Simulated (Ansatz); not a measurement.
TlCl (rock salt, space group No. 225), a = b = c = 6.196 Å, α = β = γ = 90.00°; the cell used has 2 atoms.

Relaxed with LDA. Plane-wave PAW LDA (Ansatz code) gives a gap of 1.72 eV.

What gap does HSE06 give on the same cell (Ansatz, PAW)?

2.64 eV, 0.92 eV more. The hybrid was solved on a coarser mesh and at special points; the gap given is the minimum over both.

```json
[
 {"k": "Γ", "v1 LDA": "-2.46", "c1 LDA": "6.98", "v1 HSE06": "___", "c1 HSE06": "___"},
 {"k": "X", "v1 LDA": "-3.04", "c1 LDA": "4.85", "v1 HSE06": "___", "c1 HSE06": "___"},
 {"k": "L", "v1 LDA": "0.00", "c1 LDA": "1.72", "v1 HSE06": "0.00", "c1 HSE06": "2.64"},
 {"k": "W", "v1 LDA": "-1.20", "c1 LDA": "4.02", "v1 HSE06": "___", "c1 HSE06": "___"},
 {"k": "K", "v1 LDA": "-1.73", "c1 LDA": "4.00", "v1 HSE06": "___", "c1 HSE06": "___"}
]
```

Top valence (v1) and lowest conduction level (c1) in eV from each method's valence maximum (which need not be a listed point): supply the withheld HSE06 values.


- K, v1 HSE06: -1.87
- K, c1 HSE06: 4.98
- Γ, v1 HSE06: -3.00
- Γ, c1 HSE06: 8.19
- X, v1 HSE06: -3.58
- X, c1 HSE06: 5.87
- W, v1 HSE06: -1.40
- W, c1 HSE06: 5.04

Cost on shared cores: the LDA run (SCF on a 8×8×8 mesh, then bands and DOS) about 6 core-seconds (a rough figure), the HSE06 run (SCF on 6×6×6, then a few points) roughly 70 core-seconds; the tasks are unlike.

Space group Fm-3m (rock salt). The first step of the workflow began from a Materials Project structure, measured or hypothetical; the Crystallography Open Database copy checked does not list it. COD files the formula under space group No. 221. Its standing as an ambient phase is unchecked. Symmetry was held in the LDA relaxation; whether a distortion lowers the energy is not shown. Scalar-relativistic: spin–orbit coupling is off unless named, which matters more the heavier the elements.

Potentials: the later of the program's two PAW sets.
